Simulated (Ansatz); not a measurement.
C:
```xyz
2
Lattice="0.0000 1.7773 1.7773 1.7773 0.0000 1.7773 1.7773 1.7773 0.0000" Properties=species:S:1:pos:R:3 pbc="T T T"
C      2.6660     2.6660     2.6660
C      1.7773     1.7773     1.7773
```

Relaxed with r²SCAN+D4. Special points in fractions of this cell's reciprocal vectors: Γ (0.000, 0.000, 0.000); X (0.500, 0.000, 0.500); U (0.625, 0.250, 0.625); K (0.375, 0.375, 0.750); L (0.500, 0.500, 0.500); W (0.500, 0.250, 0.750).

Problem. List the band energies nearest the valence-band maximum at these points for r²SCAN+D4 in the plane-wave PAW code Ansatz.

Solution. In eV from the valence-band maximum; about four levels below and three above (degenerate sets whole), none deeper than 8.9 eV; … stands for higher levels left out; points with the same levels are listed once.

```json
[
 {"k": "Γ", "below": "0.00 0.00 0.00", "above": "…"},
 {"k": "X", "below": "-6.71 -6.71", "above": "5.04 5.04 …"},
 {"k": "U", "below": "-5.72", "above": "6.02 11.40 …"},
 {"k": "L", "below": "-3.00 -3.00", "above": "8.96 8.96 …"},
 {"k": "W", "below": "-8.79 -8.79", "above": "11.32 11.32 …"}
]
```

Space group Fd-3m (diamond). The cell was relaxed with r²SCAN+D4 under the symmetry of its start.

Potentials: the later of the program's two PAW sets.
